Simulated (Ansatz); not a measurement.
## IrS (zincblende structure)

The computed numbers are results of PBE, scalar-relativistic (no spin polarisation) in the plane-wave PAW code Ansatz at 420 eV, Γ-centred 10×10×10 mesh, 0.05 eV Gaussian smearing; PAW files: Ansatz's generated set soft_2.

```xyz
2
Lattice="0.0000 2.6365 2.6365 2.6365 0.0000 2.6365 2.6365 2.6365 0.0000" Properties=species:S:1:pos:R:3 pbc="T T T"
Ir    0.0000    0.0000    0.0000
S     1.3182    1.3182    1.3182
```

The cell came from substitution into a structure type; whether the compound takes it is for experiment to say.

The cell above was scaled in volume, its shape and atoms being fixed by the lattice's symmetry. Energies are counted from the cell above.

Cell and atoms are those of this level's equilibrium.

```tsv
V (Å³/atom)	ΔE (meV/atom)	P from the stress (GPa)
17.319	29.70	9.98
17.593	15.22	6.93
17.960	3.65	3.25
18.327	0.00	0.00
18.693	3.37	-2.89
19.060	12.97	-5.44
19.609	37.49	-8.74
20.159	72.33	-11.47
```

Question: Do the energies and the pressures agree? Compare −ΔE/ΔV between neighbouring points (1 meV/Å³ = 0.1602 GPa) with the mean of their pressures.

Answer: 
| interval (Å³/atom) | −ΔE/ΔV (GPa) | mean P (GPa) |
| --- | --- | --- |
| 17.32 to 17.59 | 8.4 | 8.5 |
| 17.59 to 17.96 | 5.1 | 5.1 |
| 17.96 to 18.33 | 1.6 | 1.6 |
| 18.33 to 18.69 | -1.5 | -1.4 |
| 18.69 to 19.06 | -4.2 | -4.2 |
| 19.06 to 19.61 | -7.1 | -7.1 |
| 19.61 to 20.16 | -10.2 | -10.1 |
They differ by 0.05 GPa at most.

Question: What do the two routes give for V0, B0 and B0′?

Answer: A third-order Birch–Murnaghan fit of the energies: V0 = 18.33 Å³/atom, B0 = 153 GPa, B0′ = 5.1. A polynomial of P in ln V, with B = −dP/d ln V at P = 0: V0 = 18.33 Å³/atom, B0 = 153 GPa, B0′ = 5.0.

B0·V0 = 153.2 GPa × 18.33 Å³ = 17.53 eV/atom sets the scale: near the minimum ΔE ≈ ½ B0 V0 x², with x = V/V0 − 1, and a pressure of 1.5 GPa squeezes the volume by about 1 %. At the ends of the curve: x = −5.5 % predicts 26.5 meV/atom and the run gives 29.7; x = +10.0 % predicts 87.7 meV/atom and the run gives 72.3. The lopsidedness is anharmonic: atoms resist being pushed together more than being pulled apart.

For elements this heavy, spin–orbit coupling would shift levels and gaps; it isn't included here. The cell is a metal with an odd number of electrons, and spin polarisation wasn't tried.
